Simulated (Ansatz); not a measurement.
BaTiO₃:
```
CELL_PARAMETERS angstrom
      3.96988     0.00000     0.00000
      0.00000     3.96988     0.00000
      0.00000     0.00000     3.96988
ATOMIC_POSITIONS crystal
  Ba 0.00000 0.00000 0.00000
  Ti 0.50000 0.50000 0.50000
  O  0.00000 0.50000 0.50000
  O  0.50000 0.50000 0.00000
  O  0.50000 0.00000 0.50000
```

Relaxed with PBEsol. Special points in fractions of this cell's reciprocal vectors: Γ (0.000, 0.000, 0.000); X (0.000, 0.500, 0.000); M (0.500, 0.500, 0.000); R (0.500, 0.500, 0.500).

Task: List the band energies nearest the valence-band maximum at these points for PBEsol (plane waves, PAW; program Ansatz).

Result: In eV from the valence-band maximum; about four levels below and three above (degenerate sets whole), none deeper than 8.9 eV; points with the same levels are listed once.

| k | below | above |
|---|---|---|
| Γ | -1.17 -1.17 -1.17 -0.08 -0.08 -0.08 | 1.82 1.82 1.82 |
| X | -1.86 -1.86 -0.68 -0.68 | 1.96 3.66 3.66 |
| M | -1.70 -0.82 -0.82 -0.05 | 3.68 3.68 4.11 |
| R | -2.33 -2.33 -2.33 0.00 0.00 0.00 | 4.38 4.38 4.38 |

Space group Pm-3m (cubic perovskite). This is a known high-temperature phase of the composition, computed here at zero pressure and temperature. The cell was relaxed with PBEsol under the symmetry of its start; whether a distortion lowers the energy is not shown. The run is not spin-polarised. Scalar-relativistic: spin–orbit coupling is off unless named, which matters more the heavier the elements.

Potentials: the later of the program's two PAW sets.
